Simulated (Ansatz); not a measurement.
GaN:
```cif
data_Ga2N2
_chemical_formula_sum 'Ga2 N2'
_space_group_name_H-M_alt 'P 1'
_space_group_IT_number 1
_cell_length_a 3.18328
_cell_length_b 3.18328
_cell_length_c 5.18379
_cell_angle_alpha 90.000
_cell_angle_beta 90.000
_cell_angle_gamma 120.000
loop_
_space_group_symop_operation_xyz
  'x, y, z'
loop_
_atom_site_label
_atom_site_type_symbol
_atom_site_fract_x
_atom_site_fract_y
_atom_site_fract_z
_atom_site_occupancy
Ga1 Ga 0.66667 0.33333 0.49910 1
Ga2 Ga 0.33333 0.66667 0.99910 1
N1 N 0.66667 0.33333 0.87590 1
N2 N 0.33333 0.66667 0.37590 1
```

Relaxed with r²SCAN.

Problem. Give the optical modes at the zone centre with their infrared and Raman activity from DFPT, the program Ansatz at the r²SCAN level (PAW).

Solution. Transverse frequencies, without the LO–TO term; a row sums one degenerate level.

| ω (cm⁻¹) | degeneracy | IR ((D/Å)²/amu) | Raman (Å⁴/amu) | activity | symmetry |
|---|---|---|---|---|---|
| 143 | 2 | 0.00 | 0.35 | Raman | E2 |
| 335 | 1 | 0.00 | 0 | silent | B1 |
| 529 | 1 | 30.27 | 19 | IR+Raman | A1 |
| 553 | 2 | 54.76 | 6.6 | IR+Raman | E1 |
| 563 | 2 | 0.00 | 28 | Raman | E2 |
| 695 | 1 | 0.00 | 0 | silent | B1 |

Problem. How high does the top mode go among those that the LO–TO term moves?

Solution. 738 cm⁻¹ for q along x, 738 cm⁻¹ for q along y, 732 cm⁻¹ for q along z.

Space group P6_3mc (wurtzite). The r²SCAN relaxation kept the symmetry of its start; phonons on a q-mesh show no instability.

Potentials: the earlier of the program's two PAW sets.
